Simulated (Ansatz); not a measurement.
# Profile along the V–O line in VO2 (rutile)

VO2 (rutile)

```xyz
6
Lattice="4.5836 0.0000 0.0000 0.0000 4.5836 0.0000 0.0000 0.0000 2.8386" Properties=species:S:1:pos:R:3 pbc="T T T"
V      0.0000     0.0000     0.0000
V      2.2918     2.2918     1.4193
O      1.3752     1.3752     0.0000
O      3.6670     0.9166     1.4193
O      0.9166     3.6670     1.4193
O      3.2084     3.2084     0.0000
```

Fields along a shortest V–O line of a (-1 1 0) plane (1.92 Å), from V to O, interpolated on the slice's grid (step about 0.2 Å). Computed with PBE (plane waves to 420 eV, PAW, scalar-relativistic; Ansatz, a first-principles code). k mesh 10×10×16. These are valence fields of a PAW run, semicore shells included where kept as valence: close to a nucleus they are smooth pseudo fields. Relaxed VO2 ends ferromagnetic. This is a high-temperature form of VO2. VO2 is run spin-polarised and with no Hubbard U. VO2 was relaxed with its symmetry unable to fall. Other magnetic orders were not checked, so this need not be the ground state.

| distance from V (Å) | valence electron density (e/Å³) | spin density, up minus down (e/Å³) | electron localisation function | ELF of the up spins | ELF of the down spins |
|---|---|---|---|---|---|
| 0.00 | 16.58 | 1.46 | x | x | x |
| 0.10 | 16.02 | 1.38 | x | x | x |
| 0.19 | 14.37 | 1.18 | x | x | x |
| 0.29 | 11.91 | 0.90 | x | x | x |
| 0.38 | 9.05 | 0.60 | x | x | x |
| 0.48 | 6.29 | 0.33 | 0.74 | 0.68 | 0.80 |
| 0.58 | 3.97 | 0.14 | 0.64 | 0.57 | 0.73 |
| 0.67 | 2.31 | 0.03 | 0.46 | 0.39 | 0.55 |
| 0.77 | 1.32 | 0.00 | 0.28 | 0.23 | 0.33 |
| 0.86 | 0.87 | 0.00 | 0.17 | 0.15 | 0.20 |
| 0.96 | 0.76 | 0.01 | 0.21 | 0.19 | 0.23 |
| 1.06 | 0.84 | 0.01 | 0.41 | 0.39 | 0.43 |
| 1.15 | 1.09 | 0.00 | 0.65 | 0.64 | 0.67 |
| 1.25 | 1.55 | 0.00 | 0.79 | 0.79 | 0.80 |
| 1.34 | 2.31 | -0.01 | 0.81 | 0.81 | 0.82 |
| 1.44 | 3.41 | -0.02 | 0.79 | 0.79 | 0.79 |
| 1.54 | 4.72 | -0.04 | x | x | x |
| 1.63 | 5.97 | -0.06 | x | x | x |
| 1.73 | 6.93 | -0.07 | x | x | x |
| 1.82 | 7.50 | -0.08 | x | x | x |
| 1.92 | 7.53 | -0.08 | x | x | x |

x: too close to a nucleus for the ELF to mean much.

Density on the V–O line (1.92 Å) at its midpoint: 0.76 e/Å³. ELF at that point: 0.2.
